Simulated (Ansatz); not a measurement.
La2Bi:
Space group I4/mmm (No. 139); a = b = 4.7050 Å, c = 18.6294 Å, α = β = γ = 90.00°

```json
[
 {"atom": "La", "site": "4c", "symmetry": "mmm.", "x": "0.0000", "y": "0.5000", "z": "0.0000"},
 {"atom": "La", "site": "4e", "symmetry": "4mm", "x": "0.0000", "y": "0.0000", "z": "0.3211"},
 {"atom": "Bi", "site": "4e", "symmetry": "4mm", "x": "0.0000", "y": "0.0000", "z": "0.1387"}
]
```
(The calculation used a cell of 6 atoms; values per cell refer to that cell.)

Relaxed with r²SCAN.

Which orbitals make up the states near the Fermi level in r²SCAN (plane waves, PAW; program Ansatz)?

Within 0.5 eV of the Fermi level: La 5d 82 %, La 4f 7 %. Projections are on Löwdin-orthogonalised atomic valence shells; empty p or d shells of many metals are not among them.

Tabulate the density of states.

States/eV per cell of 6 atoms, in 0.25 eV bins, energy from the Fermi level.

```
E (eV)  total  La 5d  La 4f  Bi 6p
------  -----  -----  -----  -----
-7.85    0.00   0.00   0.00   0.00
-7.60    0.00   0.00   0.00   0.00
-7.35    0.00   0.00   0.00   0.00
-7.10    0.00   0.00   0.00   0.00
-6.85    0.00   0.00   0.00   0.00
-6.60    0.00   0.00   0.00   0.00
-6.35    0.00   0.00   0.00   0.00
-6.10    0.00   0.00   0.00   0.00
-5.85    0.00   0.00   0.00   0.00
-5.60    0.00   0.00   0.00   0.00
-5.35    0.00   0.00   0.00   0.00
-5.10    0.00   0.00   0.00   0.00
-4.85    0.00   0.00   0.00   0.00
-4.60    0.00   0.00   0.00   0.00
-4.35    0.00   0.00   0.00   0.00
-4.10    0.00   0.00   0.00   0.00
-3.85    0.01   0.00   0.00   0.00
-3.60    2.04   0.54   0.01   0.97
-3.35    5.44   1.43   0.04   2.67
-3.10    4.66   1.22   0.05   2.41
-2.85    4.03   1.31   0.05   2.13
-2.60    6.79   2.16   0.11   3.74
-2.35    7.01   2.43   0.15   3.94
-2.10   10.36   3.30   0.24   6.16
-1.85    5.96   1.89   0.21   3.53
-1.60    2.05   0.69   0.09   1.08
-1.35    1.72   0.83   0.09   0.60
-1.10    1.90   1.31   0.08   0.32
-0.85    2.01   1.61   0.09   0.10
-0.60    2.93   2.46   0.15   0.09
-0.35    7.46   6.08   0.37   0.27
-0.10    8.61   7.25   0.50   0.23
0.15     5.63   4.66   0.46   0.10
0.40     4.52   3.57   0.55   0.11
0.65     5.37   3.73   1.03   0.21
0.90     5.40   3.30   1.46   0.18
1.15     8.26   4.18   3.33   0.15
1.40    15.06   4.50   9.45   0.17
```

The workflow started from a Materials Project entry (that database holds measured and hypothetical structures alike); the Crystallography Open Database copy checked does not list it. Whether it is the stable phase at ambient conditions was not checked. The cell was relaxed with r²SCAN under the symmetry of its start; whether a distortion lowers the energy is not shown. Axis ratios of metals converge slowly with the k-mesh, so a and c are less sure than the volume. Scalar-relativistic: spin–orbit coupling is off unless named, which matters more the heavier the elements.

Potentials: the later of the program's two PAW sets.
